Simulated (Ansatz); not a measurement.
NbRu (rock salt, space group No. 225) under volume change, r²SCAN (plane waves, PAW; program Ansatz), scaled uniformly.

```csv
V (Å³/atom),E − E(relaxed) (meV/atom),P (GPa)
15.667,103.0,23.15
16.184,43.2,14.16
16.700,10.2,6.51
17.217,0.0,0.00
17.733,9.2,-5.55
18.250,?,?
18.766,?,?
```

Problem. Fill in the missing entries.

Solution. 
- 18.766, E − E(relaxed) (meV/atom): 74.7
- 18.766, P (GPa): -14.31
- 18.250, E − E(relaxed) (meV/atom): 34.9
- 18.250, P (GPa): -10.28

Problem. What does a third-order Birch–Murnaghan fit give for V₀, B₀ and B′?

Solution. V₀ = 17.22 Å³/atom, B₀ = 200 GPa, B′ = 4.3.

Space group Fm-3m (rock salt). The start of the workflow was typed in or built on a structure type; neither database checked (COD, Materials Project) lists it. COD files the formula under space group No. 123, 221, so this cell is another polymorph or a model. Whether it is the stable phase at ambient conditions was not checked. The r²SCAN relaxation kept the symmetry of its start. At this level the phase is mechanically unstable. No spin polarisation was allowed. Its formation energy is positive at this level, so the cell may be metastable or incomplete.

Potentials: the earlier of the program's two PAW sets.
